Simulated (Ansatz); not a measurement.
Relaxation of a randomly generated symmetric cell of SnTe (space group No. 46); 4 atoms in the cell, which starts as Ima2 (No. 46), oI8; a = 6.1751 Å, b = 5.2704 Å, c = 9.5011 Å, α = β = γ = 90.00°. Level of theory: r2SCAN (plane waves to 500 eV, PAW, scalar-relativistic; Ansatz, a program for electronic structure). Γ-centred k-mesh 6×6×6 on the run's cell (coarser than for final values), Fermi–Dirac smearing 0.05 eV. This is the first round of the run. 

The optimiser's lines from the output (shortened; P is positive under compression):

```
relax step   1: F+E_penalty+E_count = -26062.77010295 eV  Δ(F+E_penalty+E_count) = +0.000e0 eV  max|allowed force component| = 5.537e0 eV/Å  Δτ_max = 0.0000 Å  P = +16.014 GPa  Ω = 154.608 Å³  (8 SCF iters, dr2 threshold 1.00e-7 eV, accepted)
relax step   2: F+E_penalty+E_count = -26065.45477226 eV  Δ(F+E_penalty+E_count) = -2.685e0 eV  max|allowed force component| = 5.696e-1 eV/Å  Δτ_max = 0.1902 Å  P = +0.699 GPa  Ω = 165.159 Å³  (8 SCF iters, dr2 threshold 4.00e-7 eV, accepted)
relax step   3: F+E_penalty+E_count = -26065.71246903 eV  Δ(F+E_penalty+E_count) = -2.577e-1 eV  max|allowed force component| = 2.742e-1 eV/Å  Δτ_max = 0.2000 Å  P = -0.281 GPa  Ω = 157.852 Å³  (7 SCF iters, dr2 threshold 4.00e-7 eV, accepted)
relax step   4: F+E_penalty+E_count = -26065.88007040 eV  Δ(F+E_penalty+E_count) = -1.676e-1 eV  max|allowed force component| = 1.022e-1 eV/Å  Δτ_max = 0.1928 Å  P = +0.028 GPa  Ω = 147.097 Å³  (7 SCF iters, dr2 threshold 4.00e-7 eV, accepted)
relax step   5: F+E_penalty+E_count = -26065.95633265 eV  Δ(F+E_penalty+E_count) = -7.626e-2 eV  max|allowed force component| = 5.167e-2 eV/Å  Δτ_max = 0.0992 Å  P = +0.817 GPa  Ω = 139.547 Å³  (7 SCF iters, dr2 threshold 4.00e-7 eV, accepted)
relax step   6: F+E_penalty+E_count = -26066.16228416 eV  Δ(F+E_penalty+E_count) = -2.060e-1 eV  max|allowed force component| = 1.650e-1 eV/Å  Δτ_max = 0.0846 Å  P = +1.799 GPa  Ω = 133.369 Å³  (7 SCF iters, dr2 threshold 4.00e-7 eV, accepted)
relax step   7: F+E_penalty+E_count = -26066.56665873 eV  Δ(F+E_penalty+E_count) = -4.044e-1 eV  max|allowed force component| = 2.628e-1 eV/Å  Δτ_max = 0.0364 Å  P = +2.175 GPa  Ω = 130.074 Å³  (7 SCF iters, dr2 threshold 4.00e-7 eV, accepted)
relax step   8: F+E_penalty+E_count = -26066.94886316 eV  Δ(F+E_penalty+E_count) = -3.822e-1 eV  max|allowed force component| = 2.855e-1 eV/Å  Δτ_max = 0.0168 Å  P = +1.780 GPa  Ω = 128.994 Å³  (7 SCF iters, dr2 threshold 4.00e-7 eV, accepted)
relax step   9: F+E_penalty+E_count = -26067.21018884 eV  Δ(F+E_penalty+E_count) = -2.613e-1 eV  max|allowed force component| = 1.828e-1 eV/Å  Δτ_max = 0.0359 Å  P = +1.672 GPa  Ω = 127.297 Å³  (6 SCF iters, dr2 threshold 4.00e-7 eV, accepted)
relax step  10: F+E_penalty+E_count = -26067.30893646 eV  Δ(F+E_penalty+E_count) = -9.875e-2 eV  max|allowed force component| = 1.632e-1 eV/Å  Δτ_max = 0.0689 Å  P = -0.117 GPa  Ω = 130.794 Å³  (7 SCF iters, dr2 threshold 4.00e-7 eV, accepted)
relax step  11: F+E_penalty+E_count = -26067.34629295 eV  Δ(F+E_penalty+E_count) = -3.736e-2 eV  max|allowed force component| = 1.663e-2 eV/Å  Δτ_max = 0.0678 Å  P = -0.143 GPa  Ω = 129.455 Å³  (7 SCF iters, dr2 threshold 4.00e-7 eV, accepted)
relax step  12: F+E_penalty+E_count = -26067.35257581 eV  Δ(F+E_penalty+E_count) = -6.283e-3 eV  max|allowed force component| = 1.487e-2 eV/Å  Δτ_max = 0.0040 Å  P = +0.031 GPa  Ω = 128.960 Å³  (6 SCF iters, dr2 threshold 3.73e-7 eV, accepted)
relax step  13: F+E_penalty+E_count = -26067.35312868 eV  Δ(F+E_penalty+E_count) = -5.529e-4 eV  max|allowed force component| = 5.642e-3 eV/Å  Δτ_max = 0.0031 Å  P = +0.082 GPa  Ω = 128.475 Å³  (6 SCF iters, dr2 threshold 8.68e-8 eV, accepted)
relax step  14: F+E_penalty+E_count = -26067.35388239 eV  Δ(F+E_penalty+E_count) = -7.537e-4 eV  max|allowed force component| = 2.983e-3 eV/Å  Δτ_max = 0.0024 Å  P = +0.018 GPa  Ω = 128.868 Å³  (5 SCF iters, dr2 threshold 1.77e-7 eV, accepted)
relax step  15: F+E_penalty+E_count = -26067.35391249 eV  Δ(F+E_penalty+E_count) = -3.010e-5 eV  max|allowed force component| = 9.361e-5 eV/Å  Δτ_max = 0.0007 Å  P = -0.011 GPa  Ω = 128.926 Å³  (6 SCF iters, dr2 threshold 6.54e-9 eV, accepted)
relax step  16: F+E_penalty+E_count = -26067.37597138 eV  Δ(F+E_penalty+E_count) = -2.206e-2 eV  max|allowed force component| = 7.432e-5 eV/Å  Δτ_max = 0.0000 Å  P = +0.265 GPa  Ω = 128.926 Å³  stress off target by 7.91e-1 GPa  SCF on the basis re-selected at this cell (its energy is not comparable with the rows above)  (7 SCF iters)
relax step  17: F+E_penalty+E_count = -26067.37845341 eV  Δ(F+E_penalty+E_count) = -2.482e-3 eV  max|allowed force component| = 7.608e-3 eV/Å  Δτ_max = 0.0020 Å  P = -0.107 GPa  Ω = 129.695 Å³  (5 SCF iters, dr2 threshold 4.00e-7 eV, accepted)
relax step  18: F+E_penalty+E_count = -26067.37867860 eV  Δ(F+E_penalty+E_count) = -2.252e-4 eV  max|allowed force component| = 1.554e-2 eV/Å  Δτ_max = 0.0082 Å  P = +0.078 GPa  Ω = 128.899 Å³  (5 SCF iters, dr2 threshold 8.37e-8 eV, accepted)
relax step  19: F+E_penalty+E_count = -26067.37891539 eV  Δ(F+E_penalty+E_count) = -2.368e-4 eV  max|allowed force component| = 2.531e-4 eV/Å  Δτ_max = 0.0054 Å  P = -0.001 GPa  Ω = 129.201 Å³  (6 SCF iters, dr2 threshold 3.56e-8 eV, accepted)
relax step  20: F+E_penalty+E_count = -26067.37893929 eV  Δ(F+E_penalty+E_count) = -2.390e-5 eV  max|allowed force component| = 2.451e-4 eV/Å  Δτ_max = 0.0000 Å  P = -0.000 GPa  Ω = 129.201 Å³  stress off target by 5.93e-3 GPa  SCF on the basis re-selected at this cell (its energy is not comparable with the rows above)  (6 SCF iters)
```

From the first to the last row the energy changes by -1.15 eV/atom and the volume by -16.4 %. The last row is marked as not comparable with the walk above it, whose basis was carried along; it does compare with step 1, since both stand on a basis selected at the nominal cutoff for their own cell.

Energy and pressure jump between steps 15 and 16 at one geometry, where the plane-wave basis was selected anew. While the cell walks, the set of plane waves is carried along, so its effective cutoff drifts with the strain; re-selecting it at 500 eV moved the energy by -0.006 eV/atom and the pressure by 0.3 GPa. Only step 1 and rows on a re-selected basis compare with each other.

Later rounds, restarted from the end of this one on a renewed k-mesh, logged 6 more steps and released under 0.01 eV/atom more. The final structure after all rounds: P-6m2 (No. 187), hP2, AFLOW prototype AB_hP2_187_d_a (B_h, as in WC); a = b = 4.238 Å, c = 4.155 Å, α = β = 90.00°, γ = 120.00°. Between re-selections the logged energies stand on a plane-wave basis carried along with the cell. No spin polarisation in the result.

The run could not lose the symmetry of its start: the end is stationary, and may be a saddle point rather than a minimum.

The relaxed structure here is a generated cell of SnTe: the first start was made by a random draw of sites in a space group, and the end was not matched to a known phase here, so it may be hypothetical. Known forms of SnTe include space group No. 225.
